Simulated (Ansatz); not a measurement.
**Ansatz 0.2.0, single run: PtPb**

The input file (Ansatz 0.2.0, plane waves):

```yaml
crystal:
  lattice:
    - [3.212633, 0.0, 0.0]
    - [0.0, 4.16675, 0.0]
    - [0.0, 0.0, 7.083067]
  atoms:
    - { symbol: Pb, position: [0.25, 0.75, 0.4527] }
    - { symbol: Pb, position: [0.75, 0.25, 0.5473] }
    - { symbol: Pt, position: [0.25, 0.25, 0.2213] }
    - { symbol: Pt, position: [0.75, 0.75, 0.7787] }
  symmetry: { tolerance: 0.0003 }
kpoints:
  mp_grid: { grid: [6, 4, 3], shift: [0, 0, 0] }
magnetization:
  spin_polarized: false
scf:
  occupations: { method: gaussian, width: 0.1352 }
hamiltonian:
  pseudopotentials: { kind: paw }
  xc: r2scan
basis:
  ecutwfc: 420
output:
  forces: true
  stress: true
  eigenvalues: true
  write_density: true
  write_potential: true
  elf: true
  volumetric_format: npy
```

Run with:

```bash
ansatz run input.yaml --threads 1 --pin off --max-ram 2560MiB --backend cpu --events-out ev --progress --plain --runs-dir out
```

Origin of the cell: a known structure type with other elements, at an estimated volume, so it need not be a known compound.

Output (shortened):

```
SCF iter   1: F=—  HF=-48909.217689 eV  Δρ=1.31e-2  dr2=2.60e-1  dr2_τ=6.16e-2  defer=3
SCF iter   2: F=—  HF=-48909.279212 eV  Δρ=1.01e-2  dr2=9.37e-2  dr2_τ=2.52e-2  defer=35
SCF iter   3: F=—  HF=-48909.258040 eV  Δρ=1.67e-3  dr2=5.37e-3  dr2_τ=2.24e-4  defer=35
SCF iter   4: F=—  HF=-48909.258047 eV  Δρ=4.92e-4  dr2=3.95e-4  dr2_τ=3.79e-5  defer=35
SCF iter   5: F=—  HF=-48909.257981 eV  Δρ=1.42e-4  dr2=2.02e-5  dr2_τ=3.10e-6  defer=35
SCF iter   6: F=—  HF=-48909.257987 eV  Δρ=4.23e-5  dr2=2.70e-6  dr2_τ=1.59e-7  defer=35
SCF iter   7: F=—  HF=-48909.257988 eV  Δρ=1.33e-5  dr2=2.41e-7  dr2_τ=1.10e-8  defer=35
SCF iter   8: F=-48909.257988 eV  HF=-48909.257988 eV  Δρ=3.64e-6  dr2=1.98e-8  dr2_τ=1.16e-9
SCF 1 converged in 8 iterations: F = -48909.257988 eV  dr2 = 1.98e-8
SCF converged after 8 iterations
Free energy (F): -48909.257988 eV
Harris-Foulkes:  -48909.257988 eV  (|F-HF|=3.68e-9)
Internal energy: -48909.235950 eV  (E = F + TS)
E sigma→0 (E₀):  -48909.246969 eV
Entropy (-TS):   -0.022038 eV (-5.510 meV/atom)
Fermi energy:    13.914700 eV
--- Per-component energies (eV) ---
  E_band       = -644.146960
  E_kinetic    = 1879.213347
  E_local      = -7577.954803  (includes V_loc(G=0)·N_el)
  E_nonlocal   = 1113.805218
  E_hartree    = 3072.490911
  E_xc         = -919.530005
  E_vxc        = -970.199011  (∫ρ·V_xc dr)
  E_paw        = -39838.101142  (= ΣΔE_a)
  E_vpaw       = -1299.147247  (= ΣTr[D̂ρ^β])
  E_aug_tail   = 0.000519  (compensation charges beyond the density's cutoff)
  E_vtau       = 65.143653  (kinetic-family band-sum trace: ∫τ·v_τ [+ j·A + Jᵃ·Aᵃ] dr)
  E_ewald      = -6640.628011
  E_core_change = 1.468016  (= ΣΔE_core)
  E_smearing   = -0.022038  (= −TS)
  Σ components = -48909.257988   (vs F -48909.257988, Δ=0.00e0)
--- Forces (eV/Å), atoms counted from 1 ---
  atom   1  Pb     0.000000     0.000000    -2.785907
  atom   2  Pb     0.000000     0.000000     2.785907
  atom   3  Pt     0.000000     0.000000    -1.951716
  atom   4  Pt     0.000000     0.000000     1.951716
  max |Σ_I F_I| component: 0.00e0 eV/Å
--- Stress (GPa, compression-positive) ---
       24.286460       0.000000       0.000000
        0.000000      44.983223       0.000000
        0.000000       0.000000       7.451285
  P = ⅓ Tr σ = 25.5737 GPa (255.737 kbar)
```

Caveats: no moments, though an odd count or open d shells may carry them; no spin-orbit coupling, though heavy elements are present; the cutoff lies below the datasets' advice; the given cell is far from equilibrium, with atoms too close or a volume far off; the k mesh is coarse if the cell is a metal.

Time: 6 s on 1 thread of Intel(R) Xeon(R) 6975P-C (Granite Rapids), on a shared host, peak memory 0.58 GiB, from the program's own first density.
